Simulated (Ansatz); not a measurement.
CaAl2Ge2:
```xyz
5
Lattice="4.1692 0.0000 0.0000 -2.0846 3.6107 0.0000 0.0000 0.0000 7.1504" Properties=species:S:1:pos:R:3 pbc="T T T"
Ca     0.0000     0.0000     0.0000
Al     2.0846     1.2036     2.6616
Al     0.0000     2.4071     4.4888
Ge     0.0000     2.4071     1.8693
Ge     2.0846     1.2036     5.2810
```

Relaxed with r²SCAN. Special points in fractions of this cell's reciprocal vectors: Γ (0.000, 0.000, 0.000); M (0.500, 0.000, 0.000); K (0.333, 0.333, 0.000); A (0.000, 0.000, 0.500); L (0.500, 0.000, 0.500); H (0.333, 0.333, 0.500).

**Question.** List the band energies nearest the Fermi level at these points for r²SCAN in the plane-wave PAW code Ansatz.

**Answer.** In eV from the Fermi level; about four levels below and three above (degenerate sets whole), none deeper than 8.9 eV; points with the same levels are listed once.

```csv
k,below,above
Γ,-5.65 -1.56 -1.56 -0.12,0.16 0.16 0.83
M,-2.76 -2.43 -1.45 -0.02,2.30 2.64 3.74
K,-4.80 -2.73 -2.68 -2.68,1.77 3.08 3.08
A,-1.24 -1.24 -0.58 -0.58,0.63 2.15 2.16 2.16
L,-2.85 -2.79 -1.34 -1.25,0.61 0.72 1.54
H,-4.52 -3.34 -1.98 -1.98,1.50 1.50 3.18
```

Space group P-3m1. The first step of the workflow began from a Materials Project structure, measured or hypothetical; the Crystallography Open Database files this formula in space group No. 164, but the cells were not matched. Its standing as an ambient phase is unchecked. The r²SCAN relaxation kept the symmetry of its start; its stability against distortions is not shown here. Spin–orbit coupling is left out wherever it is not named.

Potentials: the later of the program's two PAW sets.
